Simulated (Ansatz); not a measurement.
Ca2H6Os:
```
Ca2H6Os
1.0
    0.00000     3.60638     3.60638
    3.60638     0.00000     3.60638
    3.60638     3.60638     0.00000
Ca H Os
2 6 1
Direct
  0.25000   0.25000   0.25000
  0.75000   0.75000   0.75000
  0.76251   0.23749   0.23749
  0.23749   0.76251   0.76251
  0.23749   0.76251   0.23749
  0.76251   0.23749   0.76251
  0.23749   0.23749   0.76251
  0.76251   0.76251   0.23749
  0.00000   0.00000   0.00000
```

Relaxed with r²SCAN. Special points in fractions of this cell's reciprocal vectors: Γ (0.000, 0.000, 0.000); X (0.500, 0.000, 0.500); U (0.625, 0.250, 0.625); K (0.375, 0.375, 0.750); L (0.500, 0.500, 0.500); W (0.500, 0.250, 0.750).

Question: List the band energies nearest the valence-band maximum at these points for DFT-r²SCAN in the program Ansatz with PAW potentials.

Answer: In eV from the valence-band maximum; about four levels below and three above (degenerate sets whole), none deeper than 8.9 eV; points with the same levels are listed once.

```
k                                below                above
-  -----------------------------------  -------------------
Γ  -2.28 -2.28 -2.28 -0.17 -0.17 -0.17       4.94 4.94 5.42
X        -2.00 -2.00 -0.76 -0.01 -0.01  3.10 4.06 5.23 5.23
U              -1.70 -0.42 -0.06 -0.04       3.44 4.41 4.86
L        -1.53 -1.53 -0.36 -0.14 -0.14       4.58 4.86 4.86
W               -1.88 -0.22 -0.22 0.00       3.56 4.59 4.59
```

Space group Fm-3m. The workflow started from a Materials Project entry (that database holds measured and hypothetical structures alike); the Crystallography Open Database copy checked does not list it. Whether it is the stable phase at ambient conditions was not checked. Symmetry was held in the r²SCAN relaxation; whether a distortion lowers the energy is not shown. The run is not spin-polarised. Scalar-relativistic: spin–orbit coupling is off unless named, which matters more the heavier the elements.

Potentials: the later of the program's two PAW sets.
